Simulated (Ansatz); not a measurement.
Ansatz (a first-principles code) input:

Ansatz 0.2 input:
```yaml
crystal:
  lattice:
    - [8.0768023516, 0.0, 0.0]
    - [-4.0384011758, 6.9947160178, 0.0]
    - [0.0, 0.0, 6.0511488107]
  atoms:
    - { symbol: Sr, position: [0.0, 0.6402073169, 0.5] }
    - { symbol: Sr, position: [0.6402073169, 0.0, 0.5] }
    - { symbol: Sr, position: [0.3597926831, 0.3597926831, 0.5] }
    - { symbol: Sr, position: [0.0, 0.3051462708, 0.0] }
    - { symbol: Sr, position: [0.3051462708, 0.0, 0.0] }
    - { symbol: Sr, position: [0.6948537292, 0.6948537292, 0.0] }
    - { symbol: P, position: [0.6666666667, 0.3333333333, 0.1911958935] }
    - { symbol: P, position: [0.6666666667, 0.3333333333, 0.8088041065] }
    - { symbol: P, position: [0.3333333333, 0.6666666667, 0.1911958935] }
    - { symbol: P, position: [0.3333333333, 0.6666666667, 0.8088041065] }
    - { symbol: P, position: [0.0, 0.0, 0.6861958042] }
    - { symbol: P, position: [0.0, 0.0, 0.3138041958] }
kpoints:
  mp_grid: { grid: [4, 4, 4] }
hamiltonian:
  xc: r2scan
  pseudopotentials: { kind: paw }
scf:
  occupations: { method: fixed }
output:
  optics: { e_range: [0.0, 15.0], de: 0.05, sigma: 0.1, bands: { spectra_wanted_up_to: 12 eV } }
```

Output (shortened):

```
output.optics: the spectra are integrated over the Brillouin zone by k·p interpolation around the k-points, where levels, occupations, output.optics.sigma and …
Pseudopotential: Sr, paw, valence charge 10
Pseudopotential: P, paw, valence charge 5
Functional definition: r2SCAN
Crystal: 12 atoms, lattice volume = 341.859 Å³
Basis set: ecut = 500 eV, 8729 PW (Γ), exchange–correlation on 240×240×180 points (64 copies of the dense FFT grid, shifted against one another)
Bands: 57, of which v1, the nominal top of the filled ones, is band 45 counted from 1 (44 counted from 0)
Symmetry: 12 space group operations
Space group: P-62m (ITA 189), of the structure as read, at distance tolerance 7.0e-5 Å
k-points: 12 of 64 (time reversal used)
SCF iter   1: F=—  HF=-25900.393454 eV  |F-HF|=—  |Δ(HF+E_count)|=         —  Δρ=4.05e-3  dr2=6.80e-2  dr2_τ=6.56e-2  ethr=1.77e-3  ⟨swp⟩=7.0  Hψ=2827  notcnv=0  defer=111
preconditioner: auto → Resta (q_TF=auto, 2.184 Å⁻¹)
SCF iter   2: F=—  HF=-25900.719314 eV  |F-HF|=—  |Δ(HF+E_count)|=   3.26e-1  Δρ=2.61e-3  dr2=2.56e-2  dr2_τ=8.67e-4  ethr=7.55e-5  ⟨swp⟩=3.3  Hψ=1473  notcnv=0  defer=119
SCF iter   3: F=—  HF=-25900.718752 eV  |F-HF|=—  |Δ(HF+E_count)|=   5.62e-4  Δρ=3.84e-4  dr2=4.54e-4  dr2_τ=5.27e-5  ethr=2.85e-5  ⟨swp⟩=4.2  Hψ=1375  notcnv=0  defer=118
SCF iter   4: F=—  HF=-25900.719306 eV  |F-HF|=—  |Δ(HF+E_count)|=   5.54e-4  Δρ=1.14e-4  dr2=5.36e-5  dr2_τ=5.07e-6  ethr=5.05e-7  ⟨swp⟩=3.4  Hψ=1450  notcnv=0  defer=117
SCF iter   5: F=—  HF=-25900.719345 eV  |F-HF|=—  |Δ(HF+E_count)|=   3.91e-5  Δρ=1.96e-5  dr2=2.02e-6  dr2_τ=6.51e-8  ethr=5.95e-8  ⟨swp⟩=2.0  Hψ=868  notcnv=0  defer=117
SCF iter   6: F=—  HF=-25900.719497 eV  |F-HF|=—  |Δ(HF+E_count)|=   1.52e-4  Δρ=5.36e-6  dr2=1.39e-7  dr2_τ=7.30e-9  ethr=2.25e-9  ⟨swp⟩=2.2  Hψ=1114  notcnv=0  defer=117
SCF iter   7: F=—  HF=-25900.719498 eV  |F-HF|=—  |Δ(HF+E_count)|=   6.97e-8  Δρ=1.50e-6  dr2=8.28e-9  dr2_τ=7.31e-10  ethr=1.55e-10  ⟨swp⟩=2.5  Hψ=1060  notcnv=0  defer=117
SCF iter   8: F=—  HF=-25900.719498 eV  |F-HF|=—  |Δ(HF+E_count)|=   6.25e-9  Δρ=3.15e-7  dr2=5.76e-10  dr2_τ=4.07e-11  ethr=9.20e-12  ⟨swp⟩=3.4  Hψ=1318  notcnv=0  defer=116
SCF iter  10: F=-25900.719498 eV  HF=-25900.719498 eV  |F-HF|=3.64e-12  |Δ(HF+E_count)|=  1.82e-11  Δρ=1.88e-8  dr2=2.10e-12  dr2_τ=2.43e-13  ethr=1.00e-12  ⟨swp⟩=23.2  Hψ=4596  notcnv=0
SCF 1 converged in 10 iterations: F = -25900.719498 eV  dr2 = 2.10e-12
NSCF: frozen V_eff on 12 k-points
Optics k sum: 0 of 12 k-points
Optics k sum: 1 of 12 k-points
Optics k sum: 2 of 12 k-points
Optics k sum: 3 of 12 k-points
Optics k sum: 4 of 12 k-points
Optics k sum: 5 of 12 k-points
Optics k sum: 6 of 12 k-points
Optics k sum: 7 of 12 k-points
Optics k sum: 8 of 12 k-points
Optics k sum: 9 of 12 k-points
Optics k sum: 10 of 12 k-points
Optics k sum: 11 of 12 k-points
Optics k sum: 12 of 12 k-points
Optics k sum: 0 of 12 k-points
Optics k sum: 1 of 12 k-points
Optics k sum: 2 of 12 k-points
Optics k sum: 3 of 12 k-points
Optics k sum: 4 of 12 k-points
Optics k sum: 5 of 12 k-points
Optics k sum: 6 of 12 k-points
Optics k sum: 7 of 12 k-points
Optics k sum: 8 of 12 k-points
Optics k sum: 9 of 12 k-points
Optics k sum: 10 of 12 k-points
Optics k sum: 11 of 12 k-points
Optics k sum: 12 of 12 k-points
NSCF: frozen V_eff on 1 k-points
NSCF: frozen V_eff on 1 k-points
output.optics: what the bands over the 126 summed would add to eps1, eps2 and the energy-loss function is held between a lower and an upper bound (9 Lanczos …
SCF converged after 10 iterations
Free energy (F): -25900.719498 eV
Harris-Foulkes:  -25900.719498 eV  (|F-HF|=3.64e-12)
Internal energy: -25900.719498 eV  (E = F + TS)
E sigma→0 (E₀):  -25900.719498 eV
Fermi energy:    6.942464 eV
--- Per-component energies (eV) ---
  E_band       = -625.098277
  E_kinetic    = 1897.625107
  E_local      = -4413.093988  (includes V_loc(G=0)·N_el)
  E_nonlocal   = 1405.809406
  E_hartree    = 1083.902268
  E_xc         = -1335.959107
  E_vxc        = -1460.637337  (∫ρ·V_xc dr)
  E_paw        = -19748.218230  (= ΣΔE_a)
  E_vpaw       = -295.976877  (= ΣTr[D̂ρ^β])
  E_aug_tail   =  0.000000  (compensation charges beyond the density's cutoff)
  E_vtau       = 73.370865  (kinetic-family band-sum trace: ∫τ·v_τ [+ j·A + Jᵃ·Aᵃ] dr)
  E_ewald      = -4789.363680
  E_core_change = -1.421272  (= ΣΔE_core)
  E_smearing   =  0.000000  (= −TS)
  E_closure    =  0.000000  (closes the sum)
  Σ components = -25900.719498   (vs F -25900.719498, Δ=0.00e0)
  [band-id]    e_kinetic+e_local+e_nonlocal+2·e_hartree+e_vxc+e_vpaw+e_augmentation_tail+e_vtau = -625.098290   (vs E_band -625.098277, Δ=-1.34e-5)
--- Band table (eV; the first three rows and the last of 12) ---
  k-point 0: bands = ["-29.4442", "-29.4388", "-29.4388", "-29.0917", "-29.0861", "-29.0861", "-10.9918", "-10.9902", "-10.9437", "-10.9179", "-10.9179", "-10.8508", "-10.8508", "-10.8429", "-10.8429", "-10.6537", "-10.6246", "-10.6117", "-10.6117", …
  k-point 1: bands = ["-29.4439", "-29.4388", "-29.4388", "-29.0920", "-29.0861", "-29.0861", "-10.9754", "-10.9716", "-10.9328", "-10.9328", "-10.9139", "-10.8698", "-10.8698", "-10.8492", "-10.8492", "-10.6728", "-10.6436", "-10.5857", "-10.5857", …
  k-point 2: bands = ["-29.4435", "-29.4388", "-29.4388", "-29.0924", "-29.0861", "-29.0861", "-10.9521", "-10.9505", "-10.9469", "-10.9469", "-10.8915", "-10.8915", "-10.8842", "-10.8482", "-10.8482", "-10.6907", "-10.6651", "-10.5846", "-10.5647", …
  k-point 11: bands = ["-29.4417", "-29.4402", "-29.4392", "-29.0907", "-29.0871", "-29.0867", "-10.9910", "-10.9674", "-10.9288", "-10.9100", "-10.9094", "-10.8818", "-10.8809", "-10.8770", "-10.8577", "-10.6337", "-10.6246", "-10.5944", "-10.5633", …
```

Cost: very roughly 12 core-minutes on shared cores.

The first step of the workflow began from a Materials Project structure, measured or hypothetical; the Crystallography Open Database files this formula in space group No. 189, but the cells were not matched. Its standing as an ambient phase is unchecked. The r²SCAN relaxation kept the symmetry of its start; its stability against distortions is not shown here. Spin–orbit coupling is left out wherever it is not named.

Potentials: the later of the program's two PAW sets.

Ansatz is a plane-wave DFT program.
